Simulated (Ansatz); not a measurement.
MoS₂ (2H-MoS2 type, space group P6_3/mmc)

```yaml
crystal:
  lattice:
    - [3.14944, 0.00000, 0.00000]
    - [-1.57472, 2.72750, 0.00000]
    - [0.00000, 0.00000, 12.09150]
  atoms:
    - { symbol: Mo, position: [0.33333, 0.66667, 0.25000] }
    - { symbol: Mo, position: [0.66667, 0.33333, 0.75000] }
    - { symbol: S, position: [0.33333, 0.66667, 0.62050] }
    - { symbol: S, position: [0.66667, 0.33333, 0.12050] }
    - { symbol: S, position: [0.66667, 0.33333, 0.37950] }
    - { symbol: S, position: [0.33333, 0.66667, 0.87950] }
```

This relaxed cell (volume V₀) is scaled evenly in all directions, its shape held. The atoms relax within the cell's symmetry.

Computed with PBE-D3(BJ) (plane waves to 420 eV, PAW, scalar-relativistic; Ansatz, a first-principles code). k mesh 12×12×3 (Γ-centred), Fermi-Dirac smearing 0.05 eV. Energies are smeared free energies. MoS2 is run without spin polarisation. MoS2 was relaxed with its symmetry unable to fall. The PAW data are Ansatz's earlier set. The zero of ΔE is the relaxed starting cell.

Give the computed ΔE (eV/atom) at V/V₀ = 0.940, 0.950, 0.990, 1.020, 1.030, 1.050.


| V/V₀ | ΔE (eV/atom) |
|---|---|
| 0.940 | 0.0162 |
| 0.950 | 0.0110 |
| 0.990 | 0.0004 |
| 1.020 | 0.0016 |
| 1.030 | 0.0035 |
| 1.050 | 0.0094 |

(A scan under strain: stresses follow from slopes of the energy per volume, elastic moduli from its curvatures.)
